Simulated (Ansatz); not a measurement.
Ge₂Pt₃:
```
Ge2Pt3
1.0
    3.48262     0.00000     0.00000
    0.00000     7.59835     0.00000
   -1.73561     0.00000     6.11831
Ge Pt
4 6
Cartesian
  1.74131   0.00000   0.00000
  1.74131   3.79917   0.00000
  0.00283   5.69876   2.97825
  1.74419   1.89959   3.14006
 -0.00076   5.69876   0.42464
  1.74777   1.89959   5.69366
  1.74424   7.15205   4.15951
  0.00277   0.44630   1.95880
  0.00277   3.35287   1.95880
  1.74424   4.24547   4.15951
```

Relaxed with r²SCAN. Special points in fractions of this cell's reciprocal vectors: Γ (0.000, 0.000, 0.000); Z (0.000, 0.500, 0.000); D (0.000, 0.500, 0.500); B (0.000, 0.000, 0.500); A (-0.500, 0.000, 0.500); E (-0.500, 0.500, 0.500); C2 (-0.500, 0.500, 0.000); Y2 (-0.500, 0.000, 0.000).

Question: List the band energies nearest the Fermi level at these points for plane-wave PAW r²SCAN (Ansatz code).

Answer: In eV from the Fermi level; about four levels below and three above (degenerate sets whole), none deeper than 8.9 eV; points with the same levels are listed once.

| k | below | above |
|---|---|---|
| Γ | -1.77 -1.28 -0.62 -0.33 | 0.97 1.75 2.54 |
| Z | -1.73 -1.73 -0.55 -0.55 | 1.43 1.43 2.86 2.86 |
| D | -1.91 -1.91 -1.71 -1.71 | 0.29 0.29 1.10 1.10 |
| B | -1.86 -1.81 -1.43 -0.61 | 0.26 0.98 1.95 |
| A | -1.29 -1.25 -1.19 -0.09 | 0.50 1.37 2.17 |
| E | -1.77 -1.77 -1.25 -1.25 | 0.39 0.39 1.26 1.26 |
| C2 | -1.76 -1.76 -1.24 -1.24 | 0.38 0.38 1.25 1.25 |
| Y2 | -1.28 -1.26 -1.19 -0.09 | 0.48 1.38 2.17 |

Space group Cmcm. The workflow started from a Materials Project entry (that database holds measured and hypothetical structures alike); the Crystallography Open Database copy checked does not list it. COD files the formula under space group No. 62, so this cell is another polymorph or a model. Whether it is the stable phase at ambient conditions was not checked. The r²SCAN relaxation kept the symmetry of its start; whether a distortion lowers the energy is not shown. No spin polarisation was allowed. Point labels and valley counts follow the cell and symmetry of the run, lower than the named group. Scalar-relativistic: spin–orbit coupling is off unless named, which matters more the heavier the elements.

Potentials: the later of the program's two PAW sets.
